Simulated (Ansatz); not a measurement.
HfC under compression and expansion

```xyz
2
Lattice="0.0000 2.3257 2.3257 2.3257 0.0000 2.3257 2.3257 2.3257 0.0000" Properties=species:S:1:pos:R:3 pbc="T T T"
Hf    0.0000    0.0000    0.0000
C     2.3257    2.3257    2.3257
```

The conventional cell has a = 4.651 Å, b = 4.651 Å, c = 4.651 Å, α = 90.00°, β = 90.00°, γ = 90.00°. Hf (atom 1) has 6 C at 2.33 Å as nearest neighbours. C (atom 2) is surrounded by 6 Hf at 2.33 Å.

The cell was built from the rocksalt type and relaxed in the same program, and has space group Fm-3m; it needn't be a known or the stable phase.

No spin–orbit coupling, which matters for the heavy atoms here.

Methods: DFT, PBE, all-electron LAPW, scalar-relativistic (Ansatz 0.2.0); DFT, PBE, PAW with Ansatz's default frozen-core files, scalar-relativistic (Ansatz 0.2.0).

For LAPW: a Γ-centred 16×16×16 k mesh, Fermi–Dirac smearing of 0.05 eV, basis error target 1 meV/atom, no spin polarisation. PAW takes a cutoff of 420 eV at this cell. The Ansatz runs share mesh, smearing and spin set-up. Plane-wave (PAW) pressures include the program's estimate of the Pulay term.

The cell above is scaled evenly, with fractional coordinates and shape held.

Task: Estimate the equilibrium volume and bulk modulus that full-potential LAPW gives for this fixed shape.

Result: V0 = 12.58 Å³/atom, B0 = 233 GPa, B0′ = 3.9, from a third-order Birch–Murnaghan fit to these pressures:
| V/V(cell) | V (Å³/atom) | P, LAPW (GPa) | P, PAW (GPa) |
| --- | --- | --- | --- |
| 0.9405 | 11.831 | 16.23 | 16.17 |
| 0.9800 | 12.328 | 4.97 | 4.92 |
| 1.0000 | 12.580 | 0.06 | 0.00 |
| 1.0200 | 12.831 | -4.40 | -4.45 |
| 1.0600 | 13.335 | -12.09 | -12.14 |

PAW's V0 lies -0.02 % from the all-electron value and its B0 0.1 %. Symmetry fixes shape and coordinates here, so this is the relaxed modulus.
